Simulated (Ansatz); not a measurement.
A single-point calculation of rocksalt SnTe with Ansatz, at the level HSE06. The cell was relaxed with r2SCAN and then strained (uniaxial +2.0 % along [111], other directions held), with the atoms relaxed again with r2SCAN; k points keep the names of the unstrained zone.

Input (YAML):
```yaml
crystal:
  lattice:
    - [0.0425244045, 3.2318547388, 3.2318547388]
    - [3.2318547388, 0.0425244045, 3.2318547388]
    - [3.2318547388, 3.2318547388, 0.0425244045]
  atoms:
    - { symbol: Sn, position: [0.0, 0.0, 0.0] }
    - { symbol: Te, position: [0.5, 0.5, 0.5] }
kpoints:
  mp_grid: { grid: [6, 6, 6] }
  band_path:
    path:
      - [0.0, 0.0, 0.0]
      - [0.5, 0.0, 0.5]
      - [0.625, 0.25, 0.625]
      - [0.375, 0.375, 0.75]
      - [0.5, 0.5, 0.5]
      - [0.5, 0.25, 0.75]
      - [0.0, 0.0, 0.5]
    npoints: 1
hamiltonian:
  xc: hse06
scf:
  occupations: { method: fermi_dirac, width: 0.02 }
  n_extra_bands: 4
output:
  forces: true
  stress: true
  eigenvalues: true
```

Command: `ansatz run input.yaml --threads 2 --pin off --max-ram 2211MiB --backend cpu --events-out ev --progress --plain --runs-dir out`.

What the program printed (shortened):
```
Pseudopotential: Sn, paw, valence charge 14, recommended cutoff 420 eV (normal)
Pseudopotential: Te, paw, valence charge 16, recommended cutoff 420 eV (normal)
Functional definition: HSE06
Crystal: 2 atoms, lattice volume = 66.180 Å³
Basis set: ecut = 420 eV, 1291 PW (Γ)
Bands: 19, of which v1, the nominal top of the filled ones, is band 15 counted from 1 (14 counted from 0)
Symmetry: 12 space group operations
Space group: R-3m (ITA 166)
k-points: 32 of 216
Exchange kernel: α = 0.2500, screened, ω = 0.2079 Å⁻¹, Wigner–Seitz truncation, v(0) = 1046.8948 eV·Å³, q-mesh 6×6×6
preconditioner: auto → none  [insulator: Δε(μ)=0.110 eV  σ=0.020 eV  ℏωp=14.4 eV]
hybrid outer 1: dexx = +6.180e-3 eV, tail = 9.51e-5 eV
hybrid outer 2: dexx = +3.971e-7 eV, tail = 2.78e-8 eV, Δε = 4.18e-3 eV
NSCF: frozen V_eff on 7 k-points
hybrid SCF converged: 2 outer / 9 inner (+7 warm-up)
Free energy (F): -13013.223569 eV
Internal energy: -13013.223500 eV  (E = F + TS)
E sigma→0 (E₀):  -13013.223534 eV
Entropy (-TS):   -0.000069 eV (-0.034 meV/atom)
Fermi energy:    8.893655 eV
--- Forces (eV/Å), atoms counted from 1 ---
  atom   1  Sn      0.00000      0.00000      0.00000
  atom   2  Te      0.00000      0.00000      0.00000
--- Stress (GPa, compression-positive) ---
       -1.148670      -0.238698      -0.238698
       -0.238698      -1.148670      -0.238698
       -0.238698      -0.238698      -1.148670
  P = ⅓ Tr σ = -1.1487 GPa (-11.487 kbar)
--- Band table (eV; the first three rows and the last of 32) ---
  k-point 0: bands = […, -15.5305, -5.0780, 3.4915, 6.2641, 6.4531, 6.4531, 12.4830, 12.4830, 12.5490, 13.8732]
  k-point 1: bands = […, -15.5293, -4.8361, 2.3673, 6.3413, 6.4895, 7.1772, 11.3564, 11.3888, 11.4456, 14.0432]
  k-point 2: bands = […, -15.5267, -4.2102, 0.6312, 6.5220, 6.6238, 8.0479, 9.8740, 9.9929, 10.0020, 15.1184]
  k-point 31: bands = […, -15.5266, -3.7974, -0.3333, 6.7957, 6.7957, 8.8294, 9.1416, 9.4855, 9.4855, 16.9275]
```

The rows of the band table are 0: (0, 0, 0) = Γ, 1: (0, 0, 1/6), 2: (0, 0, 1/3), 31: (-1/2, -1/2, -1/2) = L.

The file bands.tsv (bands near the Fermi energy, numbered from 0, rounded):
```tsv
# k_distance	band_10	band_11	band_12	band_13	band_14	band_15	band_16	band_17	band_18
# fermi_ev = 8.893654
# [0, 0, 0] at k_distance = 0.000000
# [0.5, 0, 0.5] at k_distance = 0.978636
# [0.625, 0.25, 0.625] at k_distance = 1.322360
# [0.375, 0.375, 0.75] at k_distance = 1.925567
# [0.5, 0.5, 0.5] at k_distance = 2.528773
# [0.5, 0.25, 0.75] at k_distance = 3.225296
# [0, 0, 0.5] at k_distance = 3.912744
# levels_relative_to = fermi_ev
0.000	-13.972	-5.402	-2.630	-2.441	-2.441	3.589	3.589	3.655	4.979
0.979	-12.361	-7.239	-6.058	-4.214	-4.075	2.507	5.132	5.183	6.586
1.322	-12.327	-8.233	-5.641	-3.555	-3.039	3.195	3.285	4.468	5.787
1.926	-12.327	-8.233	-5.641	-3.555	-3.039	3.195	3.285	4.468	5.787
2.529	-12.691	-9.227	-2.098	-2.098	-0.064	0.248	0.592	0.592	8.034
3.225	-12.270	-8.162	-5.269	-5.264	-1.160	0.975	4.910	4.962	6.345
3.913	-12.646	-9.147	-2.224	-2.154	-0.218	0.087	0.446	0.510	8.108
```
In order the rows are Γ, X, U, K, L, W, L.

With HSE06 the valence top lies at L and the conduction bottom at L, 0.15 eV higher; the smallest vertical gap, at L, is 0.30 eV. The gap is the least over the mesh and the extra points. With the atoms held, the mean pressure is -1.1 GPa (compression positive). The stress of a hybrid is loosely converged here.

No spin polarisation and no zero-point or thermal motion.

No spin-orbit coupling is included; it can move band edges with weight on the heavy atoms by tenths of an eV.
